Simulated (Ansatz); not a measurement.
**Elastic constants of Hf₃Si₂: input and output**

Method: Ansatz 0.2.0, DFT LDA, scalar-relativistic, plane waves, PAW.

Launched with:
```bash
ansatz run input.yaml --threads 4 --pin off --max-ram 12288MiB --backend cpu --events-out ev --progress --plain --runs-dir out
```

Input (bare energies are in eV):
```yaml
crystal:
  lattice:
    - [6.9188800553, 0.0, 0.0]
    - [0.0, 6.9188800553, 0.0]
    - [0.0, 0.0, 3.5785555533]
  atoms:
    - { symbol: Hf, position: [0.6739816089, 0.8260183911, 0.5] }
    - { symbol: Hf, position: [0.8260183911, 0.3260183911, 0.5] }
    - { symbol: Hf, position: [0.3260183911, 0.1739816089, 0.5] }
    - { symbol: Hf, position: [0.1739816089, 0.6739816089, 0.5] }
    - { symbol: Hf, position: [0.5, 0.5, 0.0] }
    - { symbol: Hf, position: [0.0, 0.0, 0.0] }
    - { symbol: Si, position: [0.6237310724, 0.1237310724, 0.0] }
    - { symbol: Si, position: [0.8762689276, 0.6237310724, 0.0] }
    - { symbol: Si, position: [0.1237310724, 0.3762689276, 0.0] }
    - { symbol: Si, position: [0.3762689276, 0.8762689276, 0.0] }
basis:
  ecutwfc: 420
kpoints:
  mp_grid: { grid: [6, 6, 10] }
hamiltonian:
  xc: lda
scf:
  occupations: { method: fermi_dirac, width: 0.15 }
output:
  forces: true
  stress: true
  eigenvalues: true
elastic:
  mode: relaxed_ion
  amplitude: 0.005
  stencil: two_point
```

From the output:
```
--- Elastic constants: 4 strain directions × 2 members + reference (group order 16) ---
  dense FFT box of the reference and of every strained cell: 48×48×25
  strains applied: 11, 33, 23, 12; error gains: componentwise 1.00 (the most a stress slope's error grows in a printed constant), spectral 1.41 (1 for all six strains in a standard setting)
  reference relaxed by the batch: 4 steps; max|allowed force component| 3.51e-4 eV/Å at the deck's positions, 3.82e-5 at the last accepted step, 3.82e-5 by the solve of record
  largest displacement 6.8e-5 Å; the constants are those of the deck's cell at these positions:
  atoms:
    - { symbol: Hf, position: [0.673988578319447, 0.8260114216805529, 0.5] }
    - { symbol: Hf, position: [0.8260114216805529, 0.3260114216805528, 0.5] }
    - { symbol: Hf, position: [0.3260114216805528, 0.1739885783194472, 0.5] }
    - { symbol: Hf, position: [0.1739885783194472, 0.673988578319447, 0.5] }
    - { symbol: Hf, position: [0.5, 0.5, 0.0] }
    - { symbol: Hf, position: [2.953464966755102e-22, 1.1018107648000198e-22, 0.0] }
    - { symbol: Si, position: [0.6237254257767757, 0.12372542577677573, 0.0] }
    - { symbol: Si, position: [0.8762745742232242, 0.6237254257767757, 0.0] }
    - { symbol: Si, position: [0.12372542577677573, 0.3762745742232243, 0.0] }
    - { symbol: Si, position: [0.3762745742232243, 0.8762745742232242, 0.0] }
  C = ∂σ_k/∂η_j (tension-positive GPa; Voigt order 11 22 33 23 13 12):
       321.185     70.838    107.862      0.000      0.000     -0.000
        70.838    321.185    107.862      0.000      0.000     -0.000
       107.890    107.890    222.394      0.000      0.000     -0.000
         0.000      0.000      0.000    127.743      0.000      0.000
         0.000      0.000      0.000      0.000    127.743      0.000
        -0.000     -0.000      0.000      0.000      0.000     98.203
  reference stress σ⁰ (GPa):      0.002      0.002      0.002     -0.000     -0.000     -0.000
  C* (energy form; C + prestress term) asymmetry max|C*_kj − C*_jk| = 2.821e-2 GPa — a small one proves nothing (zero by symmetry where the batch's group is 432, −43m or m−3m); a large one is finite-difference/SCF noise where every solve ...
  moduli (Voigt/Reuss/Hill, GPa): K = 159.77/157.68/158.73   G = 109.28/102.40/105.84   E = 259.78   ν = 0.227
  mechanically stable: yes (min eigenvalue of sym C = 98.20 GPa)
  strain η (Voigt 11):  stress-route row diagonal C_11 = 321.19 GPa, energy-path curvature d²(F+E_count+ΔE)/dδ²/Ω₀ = 321.18 GPa
         δ    σ_11 (GPa) F (eV) n_scf n_hpsi n_pw
    -5.000e-3      -1.6297      -95304.6574403       2   82979   3372   relax 5 steps, max|allowed force component| 4.55e-7 eV/Å
     5.000e-3       1.5821      -95304.6575042       2   82888   3404   relax 4 steps, max|allowed force component| 4.09e-5 eV/Å
  strain η (Voigt 33):  stress-route row diagonal C_33 = 222.39 GPa, energy-path curvature d²(F+E_count+ΔE)/dδ²/Ω₀ = 222.37 GPa
         δ    σ_33 (GPa) F (eV) n_scf n_hpsi n_pw
    -5.000e-3      -1.1242      -95304.6587821       2   51516   3372   relax 3 steps, max|allowed force component| 1.45e-6 eV/Å
     5.000e-3       1.0997      -95304.6587934       2   51683   3404   relax 3 steps, max|allowed force component| 1.92e-6 eV/Å
  strain η (Voigt 23):  stress-route row diagonal C_44 = 127.74 GPa, energy-path curvature d²(F+E_count+ΔE)/dδ²/Ω₀ = 127.74 GPa
         δ    σ_23 (GPa) F (eV) n_scf n_hpsi n_pw
    -5.000e-3      -0.6387      -95304.6600564       2  109890   3388   relax 4 steps, max|allowed force component| 1.89e-5 eV/Å
     5.000e-3       0.6387      -95304.6600564       2  109902   3388   relax 3 steps, max|allowed force component| 2.55e-5 eV/Å
  strain η (Voigt 12):  stress-route row diagonal C_66 = 98.20 GPa, energy-path curvature d²(F+E_count+ΔE)/dδ²/Ω₀ = 98.20 GPa
         δ    σ_12 (GPa) F (eV) n_scf n_hpsi n_pw
    -5.000e-3      -0.4910      -95304.6604535       2   67492   3388   relax 4 steps, max|allowed force component| 2.38e-5 eV/Å
     5.000e-3       0.4910      -95304.6604535       2   67865   3388   relax 4 steps, max|allowed force component| 2.92e-6 eV/Å
```

The run took 14 min on 4 threads of Oxide Virtual Turin-like Processor (Zen 5), on a shared host, peak memory 2.3 GiB.

In a metal, frequencies and elastic constants depend on the k mesh and the smearing, soft modes and shear constants most. Spin–orbit coupling is left out, which can shift energies with elements as heavy as these.